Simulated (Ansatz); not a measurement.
Values for one crystal, relaxed and computed with r²SCAN in the plane-wave PAW code Ansatz; other levels are named.

```yaml
volume_per_atom: 14.13 Å³
electronic_character: metallic (no gap)
Formation energy from the elements (no fitted shifts): -0.50 eV/atom
Density of states at the Fermi level: 0.66 states/eV per atom (mean over ±0.08 eV)
```

Question: Pick the material that matches.
A) LaGe3Ru, I4mm (La on 2a, Ge on 2a, Ge on 4b, Ru on 2a)
B) Y2Al3Si2, C2/m (Y on 4i, Al on 4i, Al on 2a, Si on 4i)
C) LaSiNi4, Cmmm (La on 2a, Si on 2c, Ni on 4i, Ni on 4f)
D) Sc3RuC4, C2/m (Pearson symbol mS32)

Answer: C, LaSiNi4, Cmmm (La on 2a, Si on 2c, Ni on 4i, Ni on 4f)

The workflow started from a Materials Project entry (that database holds measured and hypothetical structures alike); the Crystallography Open Database copy checked does not list it. Its standing as an ambient phase is unchecked. The cell was relaxed with r²SCAN under the symmetry of its start; whether a distortion lowers the energy is not shown. No spin polarisation was allowed. The references are the lowest solids computed at this level, not always the standard phases. Spin–orbit coupling is left out wherever it is not named.

Potentials: the later of the program's two PAW sets.
